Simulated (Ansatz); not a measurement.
TiO2 (rutile, space group No. 136), PBE in the plane-wave PAW code Ansatz. The conduction-band minimum lies at Γ, with 1 equivalent valley. Second derivatives d²E/dk² of the lowest band at one valley (eV·Å²), along Cartesian directions:

| direction | d²E/dk² |
|---|---|
| [100] | 6.589 |
| [010] | 6.589 |
| [001] | 13.21 |
| [110] | 6.558 |
| [101] | 9.904 |
| [011] | 9.904 |

Problem. Find the principal effective masses, the density-of-states mass and the conductivity mass.

Solution. Off-diagonal terms follow from H_xy = H[110] − (H_xx + H_yy)/2, and m*/mₑ = 7.620 eV·Å² over each eigenvalue: 0.58, 1.2, 1.2. One valley's DOS mass (m₁m₂m₃)^(1/3) = 0.92, conductivity mass 3/(Σ 1/mᵢ) = 0.87 mₑ.

Problem. What effective density of states Nc follows at 300 K for parabolic valleys?

Solution. Nc = 2.509e19 × 1 × (0.92)^(3/2) ≈ 2.2e19 cm⁻³.

Space group P4_2/mnm (rutile). The cell was relaxed with PBE under the symmetry of its start. At this level the phase is dynamically unstable (imaginary phonons). No spin polarisation was allowed.

Potentials: the later of the program's two PAW sets.

Edges and masses are those of Kohn–Sham bands, whose gap is no quasiparticle gap.
